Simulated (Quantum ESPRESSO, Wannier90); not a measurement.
# Wannierisation of BaHI (P4/nmm)

```
BaHI
1.0
    4.77581     0.00000     0.00000
    0.00000     4.77581     0.00000
    0.00000     0.00000     7.80023
Ba H I
2 2 2
Direct
  0.50000   0.00000   0.82690
  0.00000   0.50000   0.17310
  0.50000   0.50000   0.00000
  0.00000   0.00000   0.00000
  0.00000   0.50000   0.65957
  0.50000   0.00000   0.34043
```

Materials Project entry mp-23862; symmetrised, unrelaxed at this level. COD (Crystallography Open Database) has an entry of this formula and space group (matched by these alone). Level: PBEsol, spinors with spin-orbit coupling; pw.x of Quantum ESPRESSO at 58 Ry with PseudoDojo potentials, 4×4×4 k-points, Wannier90. Density: 6×6×4 mesh, cold smearing 0.01 Ry.

Base run: 40 functions from bands 21-84 of the 84 computed, start hydrogen-like Ba: s;d; H: s; I: p, centres 0.05 Å off the atoms, frozen window up to 4.05 eV relative to the valence-band maximum, outer window open. One thing is changed at a time; window edges are relative to the valence-band maximum. The misfit compares interpolated bands with pw.x on a high-symmetry path, for states up to 3.6 eV relative to the valence-band maximum. Converged means that the tolerances were met: symmetric starts can stop on a saddle, which shows as a larger Ω_OD at equal Ω_I and can move the misfit too.

| setting | functions | frozen to (eV) | Ω_I (Å²) | Ω_D (Å²) | Ω_OD (Å²) | rms misfit (meV) | worst (meV) | ended |
|---|---|---|---|---|---|---|---|---|
| base | 40 | 4.05 | 132.81 | 0.26 | 13.57 | 11 | 79 | converged |

Question: Starting from this base row, predict which settings stop with an error, and how Ω_I and the misfit move in the others: frozen window to 5.05 eV; frozen window to 3.55 eV; outer window to 6.41 eV.

Answer: 
| setting | functions | frozen to (eV) | Ω_I (Å²) | Ω_D (Å²) | Ω_OD (Å²) | rms misfit (meV) | worst (meV) | ended |
|---|---|---|---|---|---|---|---|---|
| frozen window to 5.05 eV | 40 | 5.05 | 138.69 | 0.29 | 16.81 | 12 | 90 | converged |
| frozen window to 3.55 eV | 40 | 3.55 | 128.61 | 0.16 | 10.89 | 17 | 132 | converged |
| outer window to 6.41 eV | 40 | 4.05 | – | – | – | – | – | stops: too few bands in the window |

Runs of this sweep that didn't settle are not listed.
